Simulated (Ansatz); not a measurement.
Relaxed-ion elastic tensor of NaPt₃O₄ in space group Pm-3n (No. 223; Na on 2a, Pt on 6c, O on 8e) in GPa (Voigt order), PBEsol (plane waves, PAW; program Ansatz); density 12.18 g/cm³, 11.45 Å³ per atom.

```
 323   166   166   0.0   0.0   0.0
 166   323   166   0.0   0.0   0.0
 166   166   323   0.0   0.0   0.0
 0.0   0.0   0.0  67.6   0.0   0.0
 0.0   0.0   0.0   0.0  67.6   0.0
 0.0   0.0   0.0   0.0   0.0  67.6
```

Is the crystal mechanically stable?

Yes: the smallest eigenvalue of C is 67.6 GPa.

Work out the Voigt, Reuss and Hill averages.

K_V = 218, K_R = 218, K_H = 218; G_V = 71.8, G_R = 71.4, G_H = 71.6 GPa.

Give Young's modulus, Poisson's ratio, Pugh's ratio and the universal anisotropy index.

E = 9KG/(3K + G) = 194 GPa; ν = 0.35; K/G = 3.05 (ductile by the Pugh limit of 1.75); A_U = 5G_V/G_R + K_V/K_R − 6 = 0.03.

Estimate the sound speeds and the Debye temperature.

v_l = √((K + 4G/3)/ρ) = 5080 m/s, v_t = √(G/ρ) = 2420 m/s, mean 2730 m/s; Θ = (h/k)(3n/4πV)^(1/3) v_m = 360 K.

Give the Zener ratio and Young's modulus along [100], [110] and [111].

A = 2C44/(C11 − C12) = 0.87; 1/E = S11 − 2(S11 − S12 − S44/2)Γ with Γ = 0, 1/4, 1/3 gives 209, 190, 184 GPa.

Solve the Christoffel equation for the three sound speeds along [100], [110], [111].

Eigenvalues of C_ijkl n_j n_l equal ρv². In km/s, slowest first: [100] 2.36, 2.36, 5.15; [110] 2.36, 2.53, 5.06; [111] 2.47, 2.47, 5.03.

The workflow started from a Materials Project entry (that database holds measured and hypothetical structures alike); the Crystallography Open Database files this formula in space group No. 223, but the cells were not matched. Its standing as an ambient phase is unchecked. The PBEsol relaxation kept the symmetry of its start; of distortions, only those at the zone centre were tested. The run is not spin-polarised. As this level gives no gap, shear constants depend on the k-mesh and smearing (Fermi–Dirac, 0.1 eV here). Scalar-relativistic: spin–orbit coupling is off unless named, which matters more the heavier the elements.

Potentials: the earlier of the program's two PAW sets.
